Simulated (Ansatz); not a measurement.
VInO4 in space group Cmcm (No. 63; V on 4c, In on 4a, O on 8f, O on 8g) at seven volumes, plane-wave PAW PBEsol (Ansatz code), shape and atoms relaxed at each. One row is withheld.

```csv
V (Å³/atom),P (GPa)
12.349,7.66
12.756,4.93
13.163,?
13.570,0.00
13.977,-2.18
14.384,-4.18
14.791,-5.99
```

Task: Fit the shown pressures and predict the withheld one.

Result: Third-order Birch–Murnaghan: P = (3/2)B₀(x^(7/2) − x^(5/2))[1 + (3/4)(B′ − 4)(x − 1)] with x = (V₀/V)^(2/3). Least squares on the six rows gives V₀ = 13.570 Å³/atom, B₀ = 75.60 GPa, B′ = 1.75. At V = 13.163, x = 1.0205 and P = 2.36 GPa. The run itself gave 2.37 GPa.

The workflow started from a Materials Project entry (that database holds measured and hypothetical structures alike); the Crystallography Open Database files this formula in space group No. 63, but the cells were not matched. Its standing as an ambient phase is unchecked. The PBEsol relaxation kept the symmetry of its start; its stability against distortions is not shown here. The run is not spin-polarised. No Hubbard U is applied.

Potentials: the later of the program's two PAW sets.
